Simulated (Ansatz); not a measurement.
**Electric field gradients in Ti4WC5**

These are results of DFT PBEsol, scalar-relativistic, plane waves, PAW in Ansatz, not measurements. Settings: 420 eV plane-wave cutoff, Γ-centred 15×15×15 mesh, Fermi-Dirac smearing of 0.15 eV. No spin polarisation.

Equilibrium structure at this level:
```
CELL_PARAMETERS angstrom
1.51912 0.87706 12.44917
-1.51912 0.87706 12.44917
0.00000 -1.75413 12.44917
ATOMIC_POSITIONS crystal
Ti 0.90079 0.90079 0.90079
Ti 0.30034 0.30034 0.30034
Ti 0.69966 0.69966 0.69966
Ti 0.09921 0.09921 0.09921
W 0.50000 0.50000 0.50000
C 0.39996 0.39996 0.39996
C 0.60004 0.60004 0.60004
C 0.00000 0.00000 0.00000
C 0.79980 0.79980 0.79980
C 0.20020 0.20020 0.20020
```

In a metal these results depend on the k mesh and the smearing. Spin–orbit coupling is left out, which matters for gradients at heavy nuclei.

Give V_zz (10²¹ V/m²) and the asymmetry η at each distinct site.

## Answers

| atom | V_zz | η |
| --- | --- | --- |
| Ti (atom 1) | 0.925 | 0.00 |
| Ti (atom 2) | 0.034 | 0.00 |
| W (atom 5) | -11.73 | 0.00 |
| C (atom 6) | 0.063 | 0.00 |
| C (atom 8) | 0.074 | 0.00 |
| C (atom 9) | -0.306 | 0.00 |

Whether Ti4WC5 exists in this form wasn't checked.